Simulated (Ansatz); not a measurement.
Ansatz (an electronic-structure program) input:

Ansatz 0.2 input:
```yaml
crystal:
  lattice:
    - [3.7928903485, 0.0, 0.0]
    - [-1.8964451742, 3.2847393955, 0.0]
    - [0.0, 0.0, 6.646843204]
  atoms:
    - { symbol: Ti, position: [0.0, 0.0, 0.0] }
    - { symbol: Te, position: [0.3333333333, 0.6666666667, 0.2544939276] }
    - { symbol: Te, position: [0.6666666667, 0.3333333333, 0.7455060724] }
kpoints:
  mp_grid: { grid: [12, 12, 6] }
hamiltonian:
  xc: r2scan
  dispersion: d4
  pseudopotentials: { kind: paw }
scf:
  occupations: { method: gaussian, width: 0.05 }
checkpoint: { read: metal.run }
output: { write_density: true, elf: true, volumetric_format: npy }
basis: { fft_grid_basis: typed }
```

Output (shortened):

```
Pseudopotentials: kind: paw
Pseudopotential: Ti, paw, valence charge 12
Pseudopotential: Te, paw, valence charge 16
Functional definition: r2SCAN
Crystal: 3 atoms, lattice volume = 82.811 Å³
Basis set: ecut = 500 eV, 2053 PW (Γ), exchange–correlation on 120×120×200 points (64 copies of the dense FFT grid, shifted against one another)
Bands: 27, of which v1, the nominal top of the filled ones, is band 22 counted from 1 (21 counted from 0)
Symmetry: 12 space group operations
Space group: P-3m1 (ITA 164), of the structure as read, at distance tolerance 4.4e-5 Å
k-points: 100 of 864
PAW frozen core: Ti, regenerated for the run's functional
PAW frozen core: Te, regenerated for the run's functional
Initial density: read from a saved state, or passed on in memory by an earlier SCF of this step, an earlier step, the calling program or the single point that …
Stability of the state it starts from, as read at its close in the unpolarized treatment …
Initial wavefunctions: pseudopotential atomic-orbital guess
Eigensolver: davidson
Functional: x = r2scan, c = r2scan; τ floored in thin density (d = 2e-4 eV/Å³)
iter 1 solved again at ethr=3.23e-7 eV; its pass at ethr=3.10e-3 eV (dr2=1.42e-4 eV) is discarded
SCF iter   1: F=—  HF=-16496.915417 eV  |F-HF|=—  |Δ(HF+E_count)|=         —  Δρ=1.03e-6  dr2=1.11e-9  dr2_τ=1.68e-10  ethr=3.23e-7  ⟨swp⟩=3.0  Hψ=18374  notcnv=0
all-band conjugate gradients solve this SCF's bands
preconditioner: auto → LDOS
SCF iter   2: F=—  HF=-16496.915419 eV  |F-HF|=—  |Δ(HF+E_count)|=   1.97e-6  Δρ=1.37e-6  dr2=4.86e-9  dr2_τ=2.17e-10  ethr=2.53e-12  ⟨swp⟩=7.3  Hψ=11104  notcnv=0
SCF iter   3: F=-16496.915419 eV  HF=-16496.915419 eV  |F-HF|=1.13e-10  |Δ(HF+E_count)|=  8.80e-10  Δρ=6.46e-7  dr2=2.84e-10  dr2_τ=6.59e-11  ethr=2.53e-12  ⟨swp⟩=1.0  Hψ=7906  notcnv=0
SCF 1 converged in 3 iterations: F = -16496.915419 eV  dr2 = 2.84e-10
SCF converged after 3 iterations
Free energy (F): -16496.915419 eV
Harris-Foulkes:  -16496.915419 eV  (|F-HF|=1.13e-10)
Internal energy: -16496.913684 eV  (E = F + TS)
E sigma→0 (E₀):  -16496.914551 eV
Entropy (-TS):   -0.001735 eV (-0.578 meV/atom)
Fermi energy:    9.798502 eV
--- Per-component energies (eV) ---
  E_band       = -726.991453
  E_kinetic    = 632.834870
  E_local      = -3612.727616  (includes V_loc(G=0)·N_el)
  E_nonlocal   = -612.919919
  E_hartree    = 2081.612025
  E_xc         = -323.978879
  E_vxc        = -356.701221  (∫ρ·V_xc dr)
  E_paw        = -10429.832219  (= ΣΔE_a)
  E_vpaw       = -963.286443  (= ΣTr[D̂ρ^β])
  E_aug_tail   = 0.000007  (compensation charges beyond the density's cutoff)
  E_vtau       = 22.584151  (kinetic-family band-sum trace: ∫τ·v_τ [+ j·A + Jᵃ·Aᵃ] dr)
  E_ewald      = -4231.809679
  E_disp       = -0.408528  (pairwise vdW)
  E_core_change = 0.316254  (= ΣΔE_core)
  E_smearing   = -0.001735  (= −TS)
  E_closure    =  0.000000  (closes the sum)
  Σ components = -16496.915419   (vs F -16496.915419, Δ=0.00e0)
  [band-id]    e_kinetic+e_local+e_nonlocal+2·e_hartree+e_vxc+e_vpaw+e_augmentation_tail+e_vtau = -726.992121   (vs E_band -726.991453, Δ=-6.68e-4)
--- Band table (eV; the first three rows and the last of 100) ---
  k-point 0: bands = ["-50.3316", "-27.6333", "-27.6333", "-27.6249", "-27.6249", "-27.5985", "-27.5985", "-27.5974", "-27.5974", "-27.5848", "-27.5828", "-25.5093", "-25.5093", "-25.4822", "-3.1128", "-1.6599", "4.4468", "7.7949", "7.7949", "9.9714", "10.1403", "10.1403", "10.2386", "10.6721", "10.6721", "12.9306", "12.9306"]
  k-point 1: bands = ["-50.3316", "-27.6336", "-27.6336", "-27.6247", "-27.6247", "-27.5983", "-27.5983", "-27.5974", "-27.5974", "-27.5847", "-27.5830", "-25.5093", "-25.5093", "-25.4822", "-3.0493", "-1.7794", "4.7201", "7.8071", "7.8071", "9.1651", "10.1384", "10.1384", "10.6112", "10.6112", "10.6163", "13.0133", "13.0133"]
  k-point 2: bands = ["-50.3316", "-27.6342", "-27.6342", "-27.6243", "-27.6243", "-27.5981", "-27.5981", "-27.5974", "-27.5974", "-27.5843", "-27.5833", "-25.5093", "-25.5093", "-25.4822", "-2.8785", "-2.0554", "5.4433", "7.8322", "7.8322", "7.9917", "10.1352", "10.1352", "10.4964", "10.4964", "10.8059", "13.1742", "13.1742"]
  k-point 99: bands = ["-50.3287", "-27.6332", "-27.6231", "-27.6231", "-27.6192", "-27.6021", "-27.6021", "-27.5992", "-27.5974", "-27.5777", "-27.5777", "-25.5428", "-25.5428", "-25.4554", "-1.0368", "-1.0368", "5.5624", "5.5624", "5.7661", "6.4668", "7.7759", "7.7759", "10.8209", "10.8586", "10.8586", "12.6301", "12.6301"]
  band table: 27 of 27 bands, residual norms ≤ 1.0e-3 eV
```

Cost: around 30 core-seconds (rough) on shared cores.

The cell was relaxed with r²SCAN+D4 under the symmetry of its start. No spin polarisation was allowed. Scalar-relativistic: spin–orbit coupling is off unless named, which matters more the heavier the elements.

Potentials: the later of the program's two PAW sets.

Ansatz is a plane-wave DFT program.
